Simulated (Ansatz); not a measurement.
# Co, dhcp: geometry optimisation

These are results of DFT, revPBE, plane waves (420 eV) with PAW, scalar-relativistic (Ansatz 0.2.0), not measurements. (PAW data from PBE, frozen cores regenerated.)

k-point mesh 14×14×4, Fermi-Dirac smearing 0.1 eV, no spin polarisation. Cell and atoms relax.

Starting structure:

```yaml
crystal:
  lattice:
    - [2.5018845205, 0.0, 0.0]
    - [-1.2509422603, 2.1666955521, 0.0]
    - [0.0, 0.0, 8.1711548441]
  atoms:
    - { symbol: Co, position: [0.0, 0.0, 0.0] }
    - { symbol: Co, position: [0.0, 0.0, 0.5] }
    - { symbol: Co, position: [0.3333333333, 0.6666666667, 0.25] }
    - { symbol: Co, position: [0.6666666667, 0.3333333333, 0.75] }
hamiltonian:
  xc: revpbe
  pseudopotentials:
    kind: paw
    azcp:
      Co: "pseudopotentials/Co.paw.azcp"
basis:
  ecutwfc: 420
  fft_grid_basis: typed
kpoints:
  mp_grid: { grid: [14, 14, 4], shift: [0, 0, 0] }
magnetization:
  spin_polarized: false
scf:
  occupations: { method: fermi_dirac, width: 0.1 }
relax:
  max_steps: 60
  f_tol: 0.01
  cell: {}
```

Problem. What cell does the relaxation end in?

Solution. P6_3/mmc with a = 2.463 Å, c = 8.018 Å (c/a = 3.255); 10.53 Å³ per atom against 11.07 at the start (-4.9 %).

Problem. How much energy does the relaxation gain?

Solution. 18.9 meV per atom.

Path of the relaxation (the plane waves are chosen anew near the end, which can shift the energy a little):

```
step  E − E(final) (meV/atom)  V (Å³/atom)  P (GPa)  max force (eV/Å)
   0                    18.94       11.074   -10.56             0.000
   1                     3.32       10.759    -4.84             0.000
   2                    -0.43       10.507     0.51             0.000
   3                    -0.45       10.531    -0.02             0.000
   4                     0.00       10.531    -0.03             0.000
```

Spin polarisation is off here; a magnetic state may lie lower.
